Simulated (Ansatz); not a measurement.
# BaMnO3: reading a single point

```yaml
crystal:
  lattice:
    - [3.84487, 0.00000, 0.00000]
    - [0.00000, 3.84487, 0.00000]
    - [0.00000, 0.00000, 3.84487]
  atoms:
    - { symbol: Mn, position: [0.00000, 0.00000, 0.00000] }
    - { symbol: O, position: [0.50000, 0.00000, 0.00000] }
    - { symbol: O, position: [0.00000, 0.50000, 0.00000] }
    - { symbol: O, position: [0.00000, 0.00000, 0.50000] }
    - { symbol: Ba, position: [0.50000, 0.50000, 0.50000] }
```

Method: LDA, with U_eff = 4.04 eV on Mn d (all-electron-ortho-atomic projectors), collinear spin; PAW, plane waves to 420 eV, 6×6×6 Γ-centred mesh, fermi-dirac occupations (width 0.1 eV) (Ansatz 0.2.0), atoms fixed.

Magnetic state (reached from a saved solution, and it need not be the lowest): Mn1 up.

Moments: Mn1 +3.14 μB of spin moment in Bader basins; net size 3.06 μB a cell.
Charges: Bader charges in e: Ba +1.51, Mn +1.84, O -1.12. In the mean Mn gives up most and O takes most.
Stress: The pressure is 4.2 GPa (compression positive), so with the atoms held at these fractions the cell would first expand.
Contacts: Mn–O at 1.92 Å: least valence density 0.73 e/Å³ and ELF 0.22 there. Ba–O at 2.72 Å: least valence density 0.22 e/Å³ and ELF 0.11 there. These are pseudo-fields; inside the PAW spheres they differ from the all-electron ones.
Electronic structure: It is a metal, with about 2 states/eV a cell as the mean within 0.25 eV of the Fermi level, mostly O p (78 %) and Mn d (16 %).

Origin: a known structure type with other elements, at an estimated volume, so it need not be a known compound. Caveats: another magnetic order, which this cell may not hold, can open a gap.
